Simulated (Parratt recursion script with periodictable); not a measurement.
**A film on top of a Si/Mo multilayer on Si at 13.5 nm**

| layer, from the top | thickness (Å) | density (g/cm³) | rms roughness of its top face (Å) | δ at 13.5 nm | β at 13.5 nm |
|---|---|---|---|---|---|
| Si (in each period) | 48.5 | 2.313 | 4 | 9.927 × 10⁻⁴ | 0.001813 |
| Mo (in each period) | 20.8 | 10.026 | 4 | 0.07476 | 0.006314 |
| Si (substrate) | – | 2.313 | 4 | 9.927 × 10⁻⁴ | 0.001813 |

The refractive index is n = 1 − δ + iβ; the runs take δ and β at each wavelength of the scan. Vacuum lies above.

Densities are inputs, not measurements. They were set from computed cells of the Materials Project: Si from entry mp-149 (Fd-3m, 2.313 g/cm³); Mo from entry mp-129 (Im-3m, 10.026 g/cm³). A layer's crystal structure does not enter its constants, only its composition and density.

Model: EUV and soft X-ray reflectivity, Parratt recursion, Névot-Croce roughness, Henke tables. Program: Parratt recursion script with periodictable 1.7.1.

Light falls at α = 5° from the surface normal. It is s-polarised. The wavelength is scanned from 12.42 to 14.58 nm in 161 evenly spaced points, without smoothing. R at 13.5 nm is the value at the middle scan point.

The pair is repeated 20 times. A second run adds one film on top, with 4 Å rms roughness on its surface.

| film | thickness d (Å) | density (g/cm³) | δ at 13.5 nm | β at 13.5 nm | R at 13.5 nm (%) |
|---|---|---|---|---|---|
| none | – | – | – | – | 49.4 |
| Mo | 600 | 10.026 | 0.07476 | 0.006314 | ? |

Q: Estimate R at 13.5 nm under 600 Å of Mo.

A: Light crosses the film twice, so the mirror's amplitude R₀^½ falls to a = R₀^½ exp[−4πβ(1 − δ)d/(λc)], with λ = 135 Å and c = [(1 − δ)² − sin²α]^½ (sin²α = 0.0076). The film surface reflects an amplitude of about f = |(1 − n)/(1 + n)|, the value for a smooth face at normal incidence, whose phase against a this estimate leaves open. Reflection at the film's lower face is left out.

For Mo: c = 0.9211, exponent 4πβ(1 − δ)d/(λc) = 0.354, a = 0.493, a² = 24.3 %; f = 0.039. With f in or out of phase, (a ± f)² spans 20.6 to 28.3 %.

The run gave 26.2 %, 1.08 times a² and inside that span.
